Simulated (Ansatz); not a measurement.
The start is a relaxed TiAl cell deformed by the Cartesian strain tensor (xx, yy, zz, yz, xz, xy) = (-0.037, -0.165, 0.029, 0.027, -0.114, 0.061). Cell shape, volume and atoms are optimised at zero target pressure with PBE (plane waves to 420 eV, PAW, scalar-relativistic; Ansatz, an electronic-structure program). First-step values are on the input's coarse k-mesh.

Ansatz input (later rounds restart from its end on a renewed k-mesh):
Ansatz 0.2 input:
```yaml
crystal:
  lattice:
    - [2.7195892768, 0.172268895, -0.321945148]
    - [0.172268895, 2.3581070053, 0.0776622068]
    - [-0.4640518608, 0.1119423349, 4.1886786387]
  atoms:
    - { symbol: Al, position: [0.5, 0.5, 0.5] }
    - { symbol: Ti, position: [0, 0, 0] }
basis: { ecutwfc: 420, ecutrho_ratio: 4, xc_grid: 2, fft_grid_basis: typed }
kpoints: { mp_grid: { grid: [12, 14, 8] } }
hamiltonian:
  xc: pbe
  dispersion: none
  pseudopotentials: { azcp: { folder: ./paw }, kind: paw }
scf: { occupations: { method: fermi_dirac, width: 0.05 } }
relax: { f_tol: 0.01, max_steps: 100, cell: { stress_tol: 0.02 } }
output: { forces: true, stress: true }
```

### Question
How much energy is released per atom?

### Answer
0.88 eV/atom.

### Question
How does the volume change?

### Answer
+23.2 %, from 13.17 to 16.23 Å³/atom.

### Question
Does it find its way back to the structure it was made from?

### Answer
It returns to the parent structure, P4/mmm (No. 123).

### Question
How do the shortest distances between atoms change?

### Answer
The closest pairs of elements (up to four, under 3.6 Å), start → end: Al–Al 2.37 → 2.82 Å; Ti–Ti 2.37 → 2.82 Å; Al–Ti 2.40 → 2.85 Å.

### Question
What band gap does the relaxed structure have at this level?

### Answer
No gap (metallic).

Relaxed structure:

Space group P4/mmm (No. 123); a = b = 2.824 Å, c = 4.071 Å, α = β = γ = 90.00°

```
atom  site  symmetry       x       y       z
----  ----  --------  ------  ------  ------
Al      1d     4/mmm  0.5000  0.5000  0.5000
Ti      1a     4/mmm  0.0000  0.0000  0.0000
```

Final values are on a 16×16×12 k-mesh of the relaxed cell. The start holds a very short contact (Al–Al 2.37 Å). No spin polarisation in the result.

The run could not lose the symmetry of its start.

All atoms sit on sites fixed by symmetry, so only the cell could relax.
